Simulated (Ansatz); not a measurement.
A generated cell, not matched to a known phase here, of HfReO₄: I4₁/amd, origin choice 1 (No. 141), tI24; a = b = 6.601 Å, c = 6.747 Å, α = β = γ = 90.00°; O 16h (0.319, 0.000, 0.036); Re 4b (0.000, 0.000, 0.500); Hf 4a (0.000, 0.000, 0.000). Level of theory: r2SCAN (plane waves to 500 eV, PAW, scalar-relativistic; Ansatz, a program for electronic structure). Element references, the lowest calculated here: Re (P6₃/mmc), Hf (P6₃/mmc), O (C2/m, ferromagnetic, forced by one molecule a cell; α-O2 is antiferromagnetic); gases are represented by their molecular solids.

Task: Give the formation energy of this I4₁/amd form of HfReO4 from the elements at the level r2SCAN.

Result: -2.22 eV/atom.

A lower structure of this composition may exist.

Static energies, no anion corrections, no zero-point energy. Values are rounded to 0.01 eV/atom. Not shown to be the ambient phase of their composition (a lower form may be missing, and a cell relaxed within its start's symmetry can be a saddle point): HfReO4 (I4₁/amd). Spin-orbit coupling is missing from these energies, which matters for elements this heavy. The compounds carry no spin polarisation. The d or f electrons are treated with no Hubbard U.
